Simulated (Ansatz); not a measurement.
Al₂Cu:
```
CELL_PARAMETERS angstrom
     -2.99840     2.99840     2.40227
      2.99840    -2.99840     2.40227
      2.99840     2.99840    -2.40227
ATOMIC_POSITIONS crystal
  Al 0.65935 0.15935 0.81870
  Al 0.84065 0.65935 0.50000
  Al 0.15935 0.34065 0.50000
  Al 0.34065 0.84065 0.18130
  Cu 0.25000 0.25000 0.00000
  Cu 0.75000 0.75000 0.00000
```

This is the r²SCAN-relaxed structure.

Question: All from DFT-r²SCAN in the program Ansatz with PAW potentials, unless another level is named. Estimate the density of states at the Fermi level.

Answer: 0.31 states/eV per atom (mean over ±0.08 eV).

Question: What about the formation energy from the elements (no fitted shifts)?

Answer: -0.16 eV/atom.

Space group I4/mcm. Symmetry was held in the r²SCAN relaxation; of distortions, only those at the zone centre were tested. No spin polarisation was allowed. The references are the lowest solids computed at this level, not always the standard phases.

Potentials: the later of the program's two PAW sets.
